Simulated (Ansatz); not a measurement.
# Ce$_{2}$MnN$_{3}$ in Ansatz, single run

Run with:

```bash
ansatz run input.yaml --threads 1 --pin off --max-ram 2560MiB --backend cpu --events-out ev --progress --plain --runs-dir out
```

input.yaml:

```yaml
crystal:
  lattice:
    - [0.0, 3.433803, 0.0]
    - [3.738295, 0.0, 0.0]
    - [1.869147, 1.716902, -6.210703]
  atoms:
    - { symbol: Ce, position: [0.35332, 0.35332, 0.29336] }
    - { symbol: Ce, position: [0.64668, 0.64668, 0.70664] }
    - { symbol: Mn, position: [0.0, 0.0, 0.0] }
    - { symbol: "N", position: [0.0, 0.5, 0.0] }
    - { symbol: "N", position: [0.1638, 0.1638, 0.6724] }
    - { symbol: "N", position: [0.8362, 0.8362, 0.3276] }
  symmetry: { tolerance: 0.0003 }
kpoints:
  mp_grid: { grid: [5, 5, 5], shift: [0, 0, 0] }
magnetization:
  spin_polarized: false
scf:
  Occupations: { method: fermi_dirac }
  max_iter: 60
hamiltonian:
  pseudopotentials: { kind: paw }
  xc: r2scan
basis:
  ecutwfc: 500
output:
  forces: true
  stress: true
  eigenvalues: true
```

Origin of the cell: a database entry, scaled a little.

Output:

```
Error: YAML parse error: error: line 19 column 3: unknown field `Occupations`, expected one of max_iter, algorithm, n_extra_bands, self_checks, convergence, lower_state_search, omitted_lower_state_checks, lower_solution_reach, mixing, occupations, eigensolver, initial_density, exx
  --> <input>:19:3
   |
17 |   spin_polarized: false
18 | scf:
19 |   Occupations: { method: fermi_dirac }
   |   ^ unknown field `Occupations`, expected one of max_iter, algorithm, n_extra_bands, self_checks, convergence, lower_state_search, omitted_lower_state_checks, lower_solution_reach, mixing, occupations, eigensolver, initial_density, exx
20 |   max_iter: 60
21 | hamiltonian:
   |
```

Question: Why did it fail?

Answer: It holds a misspelt key: `scf.occupations` typed as Occupations. The input was rejected before any iteration.
